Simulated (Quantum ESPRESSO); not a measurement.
# Moving one atom in ReRu5W2

These are calculations, not measurements. They come from Quantum ESPRESSO 7.5, a public plane-wave density functional program. Each row is one single-point run on a made-up periodic cell of eight metal atoms, with elements, volume, strain and displacements drawn at random and not relaxed, so a cell may be unstable or far from any real phase. There is no spin polarisation or spin-orbit coupling.

Settings: PBE unless stated; PseudoDojo standard norm-conserving files; Fermi-Dirac width 0.25 eV, which means electrons at about 2900 K; cutoff 1143 eV; 6 x 6 x 3 k mesh shifted half a step off Gamma. E is the free energy of the whole cell (internal energy minus TS), so a -TS column is already part of it. Stress is positive in tension, and the pressure P is minus a third of its trace.

Checks: one run of this series was repeated at a higher cutoff and on a denser mesh, which moved values by no more than 0.007 eV, 0.05 GPa and 0.018 eV/Å, and a second program with other atomic files agreed on it to 2 % rms in force and 0.5 GPa in pressure. Known limits: heavy elements are run without spin-orbit coupling, which real alloys of them have; a spin test at this wide smearing found no moment, but such smearing suppresses magnetism that the real alloy may have.

The lattice is face-centred cubic, and the cell vectors in Å are (0.000, 0.000, -3.932); (-3.932, 0.000, 0.000); (1.966, 7.863, 1.966), a volume of 121.55 Å³. The elements on sites 1 to 8 are W Ru Re W Ru Ru Ru Ru. The runs move the Ru atom on site 2 by u along x from its drawn, already displaced place and keep all else fixed. Forces are on that atom, and E is counted from run 3.

| run | u (Å) | Fx (eV/Å) | Fy (eV/Å) | Fz (eV/Å) | P (GPa) | E (meV) |
|---|---|---|---|---|---|---|
| 1 | -0.1546 | 0.702 | 1.362 | 0.052 | -5.70 | 43.5 |
| 2 | -0.0485 | 0.149 | 1.322 | 0.035 | -6.24 | -0.5 |
| 3 | 0.0196 | -0.162 | 1.322 | 0.031 | -6.32 | 0.0 |
| 4 | 0.0706 | -0.394 | 1.335 | 0.031 | -6.25 | 14.1 |
| 5 | 0.1034 | -0.549 | 1.349 | 0.034 | -6.14 | 29.6 |
| 6 | 0.1249 | ? | ? | ? | ? | ? |
| 7 | 0.1434 | -0.751 | 1.373 | 0.039 | -5.94 | 55.6 |

## Worked fit

A parabola through the runs shown gives Fx = -0.071 - 4.81 u + 1.0 u² eV/Å, with an error of 0.06 on the linear term and a scatter of 0.014 eV/Å. Minus its integral from run 1 to run 7 is 11 meV, and the table's energies differ by 12 meV.

## Withheld run

Question: what Fx should run 6 give?

The fit gives -0.656 ± 0.017 eV/Å. The calculation gave -0.656 eV/Å.
